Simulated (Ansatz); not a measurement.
AlN:
```yaml
crystal:
  lattice:
    - [0.00000, 2.20161, 2.20161]
    - [2.20161, 0.00000, 2.20161]
    - [2.20161, 2.20161, 0.00000]
  atoms:
    - { symbol: N, position: [0.75000, 0.75000, 0.75000] }
    - { symbol: Al, position: [0.00000, 0.00000, 0.00000] }
```

x, y and z are the axes in which the lattice vectors are written.

Question: Give the proper piezoelectric stress tensor with relaxed ions from PBE in the plane-wave PAW code Ansatz.

Answer: In C/m², rows x, y, z, Voigt columns; mesh uncertainty up to 0.00.
```
 0.00   0.00   0.00  -0.48   0.00   0.00
 0.00   0.00   0.00   0.00  -0.48   0.00
 0.00   0.00   0.00   0.00   0.00  -0.48
```

The elastic tensor of the same run (GPa):

```
281  149  149  0.0  0.0  0.0
149  281  149  0.0  0.0  0.0
149  149  281  0.0  0.0  0.0
0.0  0.0  0.0  178  0.0  0.0
0.0  0.0  0.0  0.0  178  0.0
0.0  0.0  0.0  0.0  0.0  178
```

Question: Convert to strain constants d = e·S.

Answer: In pC/N:
```
 0.0   0.0   0.0  -2.7   0.0   0.0
 0.0   0.0   0.0   0.0  -2.7   0.0
 0.0   0.0   0.0   0.0   0.0  -2.7
```

Space group F-43m (zinc blende). The PBE relaxation kept the symmetry of its start; phonons on a q-mesh show no instability.

Potentials: the later of the program's two PAW sets.
